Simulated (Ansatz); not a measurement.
SiGe:
```
CELL_PARAMETERS angstrom
      3.96546     0.00000     0.00000
      0.00000     3.96227     0.00000
      0.00000     0.00000    11.20488
ATOMIC_POSITIONS crystal
  Si 0.25000 0.00000 0.32073
  Si 0.25000 0.50000 0.44007
  Si 0.75000 0.50000 0.55993
  Si 0.75000 0.00000 0.67927
  Ge 0.25000 0.00000 0.80397
  Ge 0.25000 0.50000 0.93489
  Ge 0.75000 0.50000 0.06511
  Ge 0.75000 0.00000 0.19603
```

DFT-PBE in the program Ansatz with PAW potentials gives a gap of 0.37 eV without spin–orbit coupling, maximum at Γ, minimum at Z.

### Question
What happens when spin–orbit coupling is switched on?

### Answer
The gap falls by 0.05 eV, to 0.32 eV; maximum at Γ, minimum at Z.

### Question
Give the electron effective mass with spin–orbit coupling.

### Answer
0.15, 0.29, 3.3 mₑ (principal values).

### Question
Give the hole effective mass with spin–orbit coupling.

### Answer
0.071, 0.20, 0.22 mₑ (principal values).

Space group Pmma. The start of the workflow was typed in or built on a structure type; neither database checked (COD, Materials Project) lists it. Its standing as an ambient phase is unchecked. Symmetry was held in the PBE relaxation; whether a distortion lowers the energy is not shown.

Potentials: the later of the program's two PAW sets.
